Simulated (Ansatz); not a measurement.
Ti2InC:
```xyz
8
Lattice="3.1077 0.0000 0.0000 -1.5539 2.6914 0.0000 0.0000 0.0000 14.0286" Properties=species:S:1:pos:R:3 pbc="T T T"
Ti     1.5539     0.8971     8.1182
Ti     0.0000     1.7942     5.9104
Ti     0.0000     1.7942     1.1039
Ti     1.5539     0.8971    12.9246
In     1.5539     0.8971     3.5071
In     0.0000     1.7942    10.5214
C      0.0000     0.0000     7.0143
C      0.0000     0.0000     0.0000
```

Relaxed with PBEsol. Special points in fractions of this cell's reciprocal vectors: Γ (0.000, 0.000, 0.000); M (0.500, 0.000, 0.000); K (0.333, 0.333, 0.000); A (0.000, 0.000, 0.500); L (0.500, 0.000, 0.500); H (0.333, 0.333, 0.500).

**Question.** List the band energies nearest the Fermi level at these points for DFT-PBEsol in the program Ansatz with PAW potentials.

**Answer.** In eV from the Fermi level; about four levels below and three above (degenerate sets whole), none deeper than 8.9 eV; points with the same levels are listed once.

```tsv
k	below	above
Γ	-2.63 -2.63 -2.61 -2.61 -1.84	0.66 0.66 0.66 0.66
M	-1.38 -1.33 -0.86 -0.86	1.85 2.11 2.12
K	-0.94 -0.85 -0.85 -0.14	1.25 1.43 1.43
A	-2.62 -2.62 -2.62 -2.62 -2.20 -2.20	0.66 0.66 0.66 0.66
L	-1.35 -1.35 -0.86 -0.86	1.98 1.98 2.25 2.25
H	-1.07 -1.07 -0.74 -0.74	0.52 0.52 1.29 1.29
```

Space group P6_3/mmc. The workflow started from a Materials Project entry (that database holds measured and hypothetical structures alike); the Crystallography Open Database copy checked does not list it. Its standing as an ambient phase is unchecked. The PBEsol relaxation kept the symmetry of its start; whether a distortion lowers the energy is not shown. The run is not spin-polarised. Spin–orbit coupling is left out wherever it is not named.

Potentials: the later of the program's two PAW sets.
